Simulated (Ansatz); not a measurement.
Values for one crystal, relaxed and computed with DFT-r²SCAN in the program Ansatz with PAW potentials; other levels are named.

Volume per atom: 16.45 Å³
Band gap: 0.79 eV (indirect)
Formation energy from the elements (no fitted shifts): -0.30 eV/atom
Conduction-band minimum: at T (k = 0.000, 0.500, 0.500 in fractions of the reciprocal vectors)
Pressure derivative B′: 4.7
Hole effective mass: 0.48, 0.66, 1.3 mₑ (principal values)
Bulk modulus (Birch–Murnaghan fit): 125 GPa

Problem. Pick the material that matches.
A) Rb2PdSe2, Immm (Rb on 4j, Pd on 2a, Se on 4h)
B) FeSe2, Pnnm (Fe on 2a, Se on 4g)
C) SnSe, Pnma (Sn on 4c, Se on 4c)
D) WSe2, P6_3/mmc (W on 2c, Se on 4f)

Solution. B, FeSe2, Pnnm (Fe on 2a, Se on 4g)

The first step of the workflow began from a Materials Project structure, measured or hypothetical; the Crystallography Open Database files this formula in space group No. 58, but the cells were not matched. Whether it is the stable phase at ambient conditions was not checked. Symmetry was held in the r²SCAN relaxation; its stability against distortions is not shown here. No spin polarisation was allowed. The references are the lowest solids computed at this level, not always the standard phases. Scalar-relativistic: spin–orbit coupling is off unless named, which matters more the heavier the elements.

Potentials: the later of the program's two PAW sets.
